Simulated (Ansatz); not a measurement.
Consider the following.

GaN:
```yaml
crystal:
  lattice:
    - [3.18504, 0.00000, 0.00000]
    - [-1.59252, 2.75832, 0.00000]
    - [0.00000, 0.00000, 5.17863]
  atoms:
    - { symbol: Ga, position: [0.66667, 0.33333, 0.49889] }
    - { symbol: Ga, position: [0.33333, 0.66667, 0.99889] }
    - { symbol: N, position: [0.66667, 0.33333, 0.87611] }
    - { symbol: N, position: [0.33333, 0.66667, 0.37611] }
```

This is the HSE06-relaxed structure.

Question: All from HSE06 (plane waves, PAW; program Ansatz), unless another level is named. Give the band gap.

Answer: 3.20 eV (direct).

Question: And the valence-band maximum?

Answer: at Γ.

Space group P6_3mc (wurtzite). The cell was relaxed with HSE06 under the symmetry of its start. The hybrid was solved on a coarse mesh, the path and, where they were found, the r²SCAN edge points; its band edges are the extreme levels among these. Scalar-relativistic: spin–orbit coupling is off unless named, which matters more the heavier the elements.

Potentials: the earlier of the program's two PAW sets.
